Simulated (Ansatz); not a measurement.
The relaxed structure here is a generated cell of Be: the first start was made by placing the elements on the sites of a structure type, and the end was not matched to a known phase here, so it may be hypothetical. Known forms of Be include space group No. 194.

A relaxed cell of Be (Fd-3m (No. 227)), relaxed on a k-mesh at least as fine as the one used below. The numbers are results of r2SCAN (plane waves to 500 eV, PAW, scalar-relativistic; Ansatz, a program for electronic structure), not measurements. Γ-centred k-mesh 11×11×11 on the run's cell (coarser than for final values), Fermi–Dirac smearing 0.05 eV.

```xyz
4
Lattice="0.0000 4.9299 4.9299 2.4650 2.4650 4.9299 2.4650 2.4650 0.0000" Properties=species:S:1:pos:R:3 pbc="T T T"
Be     3.6974     8.6273     8.6273
Be     3.6974     6.1624     6.1624
Be     2.4650     7.3949     7.3949
Be     2.4650     4.9299     4.9299
```

The atoms are displaced along an unstable phonon of this cell by (Å):

```json
[
 {"atom": "Be1", "ux": "-0.126", "uy": "-0.082", "uz": "0.000"},
 {"atom": "Be2", "ux": "0.126", "uy": "0.082", "uz": "0.000"},
 {"atom": "Be3", "ux": "-0.082", "uy": "-0.126", "uz": "0.000"},
 {"atom": "Be4", "ux": "0.082", "uy": "0.126", "uz": "0.000"}
]
```

### Question
What forces (eV/Å) and pressure result?

### Answer
```json
[
 {"atom": "Be1", "Fx": "-0.62", "Fy": "-0.39", "Fz": "0.11"},
 {"atom": "Be2", "Fx": "0.62", "Fy": "0.39", "Fz": "0.11"},
 {"atom": "Be3", "Fx": "-0.39", "Fy": "-0.62", "Fz": "-0.11"},
 {"atom": "Be4", "Fx": "0.39", "Fy": "0.62", "Fz": "-0.11"}
]
```

Pressure -1.5 GPa.

### Question
Estimate the energy cost of the displacement in the harmonic approximation and compare with the calculation.

### Answer
For a harmonic well ΔE = −½ Σ F·u = -0.220 eV a cell, or -55 meV/atom. The calculated energy relative to the undisplaced cell is -0.06 eV/atom, so the harmonic estimate holds well.

The undisplaced cell is probably no minimum: from this displacement the run went on to P6₃/mmc (No. 194), 1.72 eV/atom below it.

No spin polarisation in the result.
